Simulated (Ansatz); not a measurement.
Values for one crystal, relaxed and computed with r²SCAN (plane waves, PAW; program Ansatz); other levels are named.

| Property | Result |
|---|---|
| Volume per atom | 18.29 Å³ |
| Electronic character | metallic (no gap) |
| Formation energy from the elements (no fitted shifts) | -1.19 eV/atom |
| Density of states at the Fermi level | 0.51 states/eV per atom (mean over ±0.08 eV) |

Question: Which compound is it?
(A) TaSi2, P6_422 (Ta on 3c, Si on 6i)
(B) LaSi2Pt2, P4/nmm (Pearson symbol tP10)
(C) NbSiPt, Pnma (Nb on 4c, Si on 4c, Pt on 4c)
(D) LaSi, Cmcm (La on 4c, La on 4c, Si on 8f)

Answer: B, LaSi2Pt2, P4/nmm (Pearson symbol tP10)

The workflow started from a Materials Project entry (that database holds measured and hypothetical structures alike); the Crystallography Open Database copy checked does not list it. COD files the formula under space group No. 139. Its standing as an ambient phase is unchecked. The r²SCAN relaxation kept the symmetry of its start; whether a distortion lowers the energy is not shown. The run is not spin-polarised. The references are the lowest solids computed at this level, not always the standard phases. Scalar-relativistic: spin–orbit coupling is off unless named, which matters more the heavier the elements.

Potentials: the later of the program's two PAW sets.
